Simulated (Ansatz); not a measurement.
## YPb3 in the AuCu3-type structure

**What was measured.** A cell as deposited of cubic YPb3 (space group Pm-3m), temperature not stated, from the Crystallography Open Database (1964), has a = 4.814 Å and 27.89 Å³/atom.

The computed numbers are results of PBEsol, scalar-relativistic (no spin polarisation) in the plane-wave PAW code Ansatz at 420 eV, 6×6×6 k-mesh, Gaussian smearing of 0.05 eV; PAW files: Ansatz's generated set soft_2.

```cif
data_structure
_symmetry_space_group_name_H-M 'Pm-3m'
_symmetry_Int_Tables_number 221
_cell_length_a 4.8069
_cell_length_b 4.8069
_cell_length_c 4.8069
_cell_angle_alpha 90.000
_cell_angle_beta 90.000
_cell_angle_gamma 90.000
_cell_volume 111.07
loop_
_atom_site_label
_atom_site_type_symbol
_atom_site_symmetry_multiplicity
_atom_site_Wyckoff_symbol
_atom_site_fract_x
_atom_site_fract_y
_atom_site_fract_z
_atom_site_occupancy
Y1 Y 1 a 0.00000 0.00000 0.00000 1
Pb1 Pb 3 c 0.00000 0.50000 0.50000 1
```

The start was a prototype's sites filled with these elements; the Crystallography Open Database holds the compound in this structure.

The cell above was scaled in volume, its shape and atoms being fixed by the lattice's symmetry. Energies are counted from the cell above.

The cell is relaxed to zero pressure at this level.

```tsv
V (Å³/atom)	ΔE (meV/atom)	P (GPa)
26.66	8.7	2.6
27.21	2.1	1.2
27.77	0.0	0.0
28.32	1.9	-1.1
28.88	7.4	-2.1
```

(1) What do the points give for the equilibrium volume, the bulk modulus and its pressure derivative (third-order Birch–Murnaghan)?

Answer:

(1) V0 = 27.77 Å³/atom, B0 = 58 GPa, B0′ isn't fixed: the energies give 4.3, and a fit of the pressures differs by over 0.35.

B0·V0 = 57.5 GPa × 27.77 Å³ = 9.97 eV/atom sets the scale: near the minimum ΔE ≈ ½ B0 V0 x², with x = V/V0 − 1, and a pressure of 0.6 GPa squeezes the volume by about 1 %. At the ends of the curve: x = −4.0 % predicts 8.1 meV/atom and the run gives 8.7; x = +4.0 % predicts 7.9 meV/atom and the run gives 7.4. The lopsidedness is anharmonic: atoms resist being pushed together more than being pulled apart.

**Against experiment.** PBEsol gives 4.807 Å and 27.77 Å³/atom, −0.4 % in volume (−0.1 % in length) from the database's cell. Agreement this close is partly luck: the calculation is for a static lattice, the crystal has zero-point motion and thermal expansion, roughly 0.8 to 1.9 % in volume at 300 K (room temperature assumed) by Grüneisen's rule, γ·3k_BT/(B0·V0) with γ of 1 to 2.5.

No spin–orbit coupling, a notable omission for heavy elements. The run is a metal.
